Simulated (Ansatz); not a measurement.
# BeH2O2: what a change does to the field gradients

Base: a COD entry, its atoms then relaxed with r2SCAN in this cell.

```
Be H O
1.0
     4.53360    0.00000    0.00000
     0.00000    4.62550    0.00000
     0.00000    0.00000    7.03840
Be H O
4 8 8
Direct
  0.03648 0.70020 0.62606
  0.46352 0.29980 0.12606
  0.53648 0.79980 0.37394
  0.96352 0.20020 0.87394
  0.27269 0.09318 0.56869
  0.22731 0.90682 0.06869
  0.77269 0.40682 0.43131
  0.72731 0.59318 0.93131
  0.35315 0.42454 0.78195
  0.14685 0.57546 0.28195
  0.85315 0.07546 0.21805
  0.64685 0.92454 0.71805
  0.18244 0.11029 0.04950
  0.31756 0.88971 0.54950
  0.68244 0.38971 0.95050
  0.81756 0.61029 0.45050
  0.15570 0.40804 0.72869
  0.34430 0.59196 0.22869
  0.65570 0.09196 0.27131
  0.84430 0.90804 0.77131
```

Atom numbers follow the list; atoms alike are taken as one site, whose name carries the number of the first.

Computed with Ansatz: DFT, r2SCAN, plane waves and PAW, scalar-relativistic, 500 eV cutoff, Γ-centred 5×5×3 k-points, Fermi–Dirac smearing 0.02 eV.

Question: Variant: equal xy, yz and zx engineering shear strains of -4 %, ions at fixed fractional positions. What happens to the gradients (10²¹ V/m²)?

Answer: 

| site | atoms | V_zz base | η base | V_zz variant | η variant |
| --- | --- | --- | --- | --- | --- |
| H6 | 6 | 3.80 | 0.05 | 3.47 | 0.06 |
| H7 | 7 | 3.80 | 0.05 | 4.17 | 0.05 |
| H9 | 9 | 3.75 | 0.05 | 4.29 | 0.04 |
| H10 | 10 | 3.75 | 0.05 | 3.42 | 0.05 |
| H11 | 11 | 3.75 | 0.05 | 3.36 | 0.06 |
| H12 | 12 | 3.75 | 0.05 | 3.97 | 0.05 |
| O13 | 13 | 10.96 | 0.48 | 11.67 | 0.34 |
| O14 | 14 | 10.96 | 0.48 | 10.94 | 0.58 |
| O15 | 15 | 10.96 | 0.48 | 10.98 | 0.52 |
| O16 | 16 | 10.96 | 0.48 | 10.41 | 0.46 |
| O17 | 17 | 10.85 | 0.46 | 10.32 | 0.50 |
| O18 | 18 | 10.85 | 0.46 | 11.46 | 0.35 |
| O19 | 19 | 10.85 | 0.46 | 11.28 | 0.55 |
| O20 | 20 | 10.85 | 0.46 | 10.49 | 0.43 |

The largest change of V_zz along a kept axis is on O13, from 10.96 to 11.67. In per cent, |V_zz| changes by -10 to +14 on H, -5 to +7 on O (all sites that start above 0.5). On Be3, Be4, Be1 (not in the table) the largest principal value lies along another axis in the second run, so the two V_zz can't be compared directly. The table leaves out 6 of the 20 sites, with |V_zz| up to 3.87; their tensors move by 0.20 at most along any direction. The statements above cover all sites. The number of symmetry-distinct sites goes from 5 to 20.

For the variant: The atoms aren't relaxed in the changed cell (largest force 1.1 eV/Å).
